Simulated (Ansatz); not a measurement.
ZrGa3, DFT, LDA, PAW with Ansatz's default frozen-core files, scalar-relativistic (Ansatz 0.2.0), run on 1 thread of Intel(R) Xeon(R) 6975P-C (Granite Rapids) on a shared host.

The geometry is COD entry 1523054, unchecked; take it as a test cell. It is an old determination, and later ones may differ. The listed cell was then made from it by scaling, straining or moving an atom.

Command: `ansatz run input.yaml --threads 1 --pin off --max-ram 4096MiB --backend cpu --events-out ev --progress --plain --runs-dir out`

```yaml
crystal:
  lattice:
    - [-1.9586656294, 1.9586656294, 4.3055130394]
    - [1.9586656294, -1.9586656294, 4.3055130394]
    - [1.9586656294, 1.9586656294, -4.3055130394]
  atoms:
    - { symbol: Zr, position: [0.0, 0.0, 0.0] }
    - { symbol: Ga, position: [0.5, 0.5, 0.0] }
    - { symbol: Ga, position: [0.75, 0.25, 0.5] }
    - { symbol: Ga, position: [0.25, 0.75, 0.5] }
kpoints:
  mp_grid: { grid: [12, 12, 12] }
scf:
  occupations: { method: fermi_dirac, width: 0.03 }
hamiltonian:
  xc: lda
  pseudopotentials: { kind: paw }
output:
  forces: true
  stress: true
  eigenvalues: true
  efg: { contact_densities: true }
```

Task: How large is the problem that the program sets up?

Result: 163 irreducible k-points, 1315 plane waves at Γ, 31 bands.

Task: About how long does it take, and how much memory does it use?

Result: 10 s of wall time for 8 SCF iterations, with a peak of 0.64 GiB. Times on shared machines scatter by tens of per cent.

Task: And the same cell and mesh by crystal-made all-electron datasets, asked for forces, stress, eigenvalues, efg, on the same hardware?

Result: 34 s, peak memory 1 GiB.
